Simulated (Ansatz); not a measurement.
V:
```yaml
crystal:
  lattice:
    - [-1.48788, 1.48788, 1.48788]
    - [1.48788, -1.48788, 1.48788]
    - [1.48788, 1.48788, -1.48788]
  atoms:
    - { symbol: V, position: [0.00000, 0.00000, 0.00000] }
```

Relaxed with r²SCAN+D4 (plane waves, PAW; program Ansatz). Indices refer to the conventional cell of Im-3m, a = 2.9758 Å, b = 2.9758 Å, c = 2.9758 Å, α = 90.00°, β = 90.00°, γ = 90.00°.

Problem. Simulate the powder diffraction pattern (neutron, λ = 1.5401 Å; lines above 1 %) up to 2θ = 90°.

Solution. Simulated powder pattern, neutron, λ = 1.5401 Å (kinematic, ideal powder, no thermal factors, coherent scattering alone; the 30 strongest lines at most, above 1 %, up to 2θ = 90°):

```tsv
2θ (°)	d (Å)	I/Imax (%)	hkl
42.93	2.104	100	(110)
62.34	1.488	27	(200)
78.67	1.215	80	(211)
```

The cell was relaxed with r²SCAN+D4 under the symmetry of its start. The workflow began spin-polarised and lost its moments. The pairwise dispersion correction was not fitted to metals.

Potentials: the later of the program's two PAW sets.
